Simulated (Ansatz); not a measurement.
AlH3:
```xyz
8
Lattice="2.2161 1.2794 3.9207 -2.2161 1.2794 3.9207 0.0000 -2.5589 3.9207" Properties=species:S:1:pos:R:3 pbc="T T T"
Al     0.0000     0.0000     5.8810
Al     0.0000     0.0000     0.0000
H     -0.8256     1.1289     4.9008
H      0.8256    -1.1289     6.8612
H     -0.5649    -1.2794     4.9008
H      0.5649     1.2794     6.8612
H      1.3905     0.1505     4.9008
H     -1.3905    -0.1505     6.8612
```

Relaxed with r²SCAN.

**Question.** Give the Bader charges and basin volumes of the independent atoms, plane-wave PAW r²SCAN (Ansatz code).

**Answer.** 

```csv
atom,Bader charge (e),Bader volume (Å³)
Al1,+2.38,4.5
H3,-0.79,9.6
```

Space group R-3c. The workflow started from a Materials Project entry (that database holds measured and hypothetical structures alike); the Crystallography Open Database files this formula in space group No. 167, but the cells were not matched. Its standing as an ambient phase is unchecked. Symmetry was held in the r²SCAN relaxation; whether a distortion lowers the energy is not shown.

Potentials: the later of the program's two PAW sets.
